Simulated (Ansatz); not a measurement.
NaLiCdS$_{2}$:
```yaml
crystal:
  lattice:
    - [4.09305, 0.00000, 0.00000]
    - [-2.04652, 3.54468, 0.00000]
    - [0.00000, 0.00000, 6.91625]
  atoms:
    - { symbol: Na, position: [0.33333, 0.66667, 0.97329] }
    - { symbol: Li, position: [0.66667, 0.33333, 0.66273] }
    - { symbol: Cd, position: [0.00000, 0.00000, 0.38039] }
    - { symbol: S, position: [0.66667, 0.33333, 0.24310] }
    - { symbol: S, position: [0.00000, 0.00000, 0.74049] }
```

Relaxed with PBEsol. Independent-particle spectrum: no excitons, no local fields, no scissors shift; 0.1 eV broadening; ε₁ of the summed bands alone.

Task: Tabulate the dielectric function from the program Ansatz at the PBEsol level (PAW).

Result: 

```csv
E (eV),ε₁ xx,ε₂ xx,ε₁ zz,ε₂ zz
0.0,5.40,0.00,5.62,0.00
0.5,5.46,0.00,5.68,0.00
1.0,5.64,0.00,5.86,0.00
1.5,6.15,0.01,6.34,0.00
2.0,6.41,0.86,6.69,0.87
2.5,6.53,1.39,6.71,1.17
3.0,6.45,1.91,7.03,1.43
3.5,6.42,2.01,7.79,1.85
4.0,6.95,3.82,9.86,3.59
4.5,7.18,2.62,6.68,6.73
5.0,6.16,7.78,6.12,6.47
5.5,5.13,5.35,2.78,7.72
6.0,4.96,6.42,3.68,7.62
6.5,3.65,7.07,-1.88,7.97
7.0,1.38,8.96,0.47,6.87
7.5,-1.34,7.95,-2.29,7.49
8.0,-2.91,6.21,-2.56,4.01
8.5,-2.75,3.88,-2.00,3.05
9.0,-2.49,2.63,-1.68,1.75
9.5,-1.83,2.16,-0.94,2.07
10.0,-1.41,1.54,-0.78,2.04
10.5,-0.91,1.38,-0.79,1.46
11.0,-0.84,1.40,-0.63,1.62
11.5,-0.68,1.13,-0.70,1.26
12.0,-0.54,1.05,-0.36,1.04
```

Task: From ε at 3.1 eV (xx: 6.40 + 2.05i), find n, k, the normal reflectivity and the absorption coefficient.

Result: n = 2.56, k = 0.400, R = 20 %, α = 2kE/ħc = 130000 cm⁻¹.

With all bands, ε∞ without local fields is 5.51 (xx = yy), 5.73 (zz). DFPT, with local fields, gives 5.07 (xx = yy), 4.85 (zz).

Space group P3m1. The workflow started from a Materials Project entry (that database holds measured and hypothetical structures alike); the Crystallography Open Database copy checked does not list it. Its standing as an ambient phase is unchecked. The cell was relaxed with PBEsol under the symmetry of its start; its stability against distortions is not shown here. Scalar-relativistic: spin–orbit coupling is off unless named, which matters more the heavier the elements.

Potentials: the later of the program's two PAW sets.
